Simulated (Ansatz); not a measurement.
A geometry of Ni away from equilibrium: step 13 of the relaxation of a generated cell, Ni placed in the AFLOW prototype A_hR2_166_c (A7, as in As). These are r2SCAN (plane waves to 500 eV, PAW, scalar-relativistic; Ansatz, a first-principles code) values and carry that method's errors. Γ-centred k-mesh 13×13×13 on the run's cell (coarser than for final values), Fermi–Dirac smearing 0.05 eV.

```
CELL_PARAMETERS angstrom
      1.24793     0.72050     3.80739
     -1.24793     0.72050     3.80739
      0.00000    -1.44099     3.80739
ATOMIC_POSITIONS crystal
  Ni 0.25000 0.25000 0.25000
  Ni 0.75000 0.75000 0.75000
```
Spin-polarised start, with parallel moments on Ni.

Problem. Which atoms carry the largest force, and which way does it point?

Solution. No atom: all forces are below 0.005 eV/Å; only the cell is out of equilibrium.

Problem. What is the pressure?

Solution. +7.1 GPa, compression positive.

Problem. How far above the relaxed end point is this geometry?

Solution. 0.04 eV/atom; the path ends in Fm-3m (No. 225) (fcc (Cu type)).

Spin state reached: ferromagnetic (net 0.74 μB/atom), from parallel starting moments; other spin orders were not run from this start. r2SCAN tends to overstate moments in metals.

The run could not lose the symmetry of its start; a randomly shaken copy of 2 atoms returns to this structure.
